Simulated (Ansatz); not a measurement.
Crystals of one structure type (rock salt), relaxed and computed with PBE in the plane-wave PAW code Ansatz.

```
crystal       a (Å)  ΔH_f (eV/atom)  B₀ by P(V) fit (GPa)
-------  ----------  --------------  --------------------
ZrC           4.708           -0.86                   222
ZrN           4.595           -1.72                   249
ZrSi          5.397           -0.70                   113
ZrGe          5.479           -0.75                   110
ZrMo     (withheld)      (withheld)            (withheld)
ZrRu          5.356            0.05                   140
ZrTa          5.660            1.15                  95.6
ZrIr          5.428           -0.49                   155
```

Fill in the missing entries.


- ZrMo, a (Å): 5.496
- ZrMo, ΔH_f (eV/atom): 0.97
- ZrMo, B₀ by P(V) fit (GPa): 116

Constructed cells (a structure type filled with these elements, in neither database checked): ZrSi, rock salt; ZrGe, rock salt. Typed or built starts, not in the databases checked: ZrMo, rock salt; ZrRu, rock salt; ZrTa, rock salt; ZrIr, rock salt. All cells were relaxed under the symmetry of their starts (and spin orders); stability against distortions was not tested throughout. Rows with no word on spin ran without spin polarisation. Scalar-relativistic: spin–orbit coupling is off unless named, which matters more the heavier the elements.

Potentials: the later of the program's two PAW sets.

Formation energies count from the lowest solids of the elements computed at the same level, not from gases.
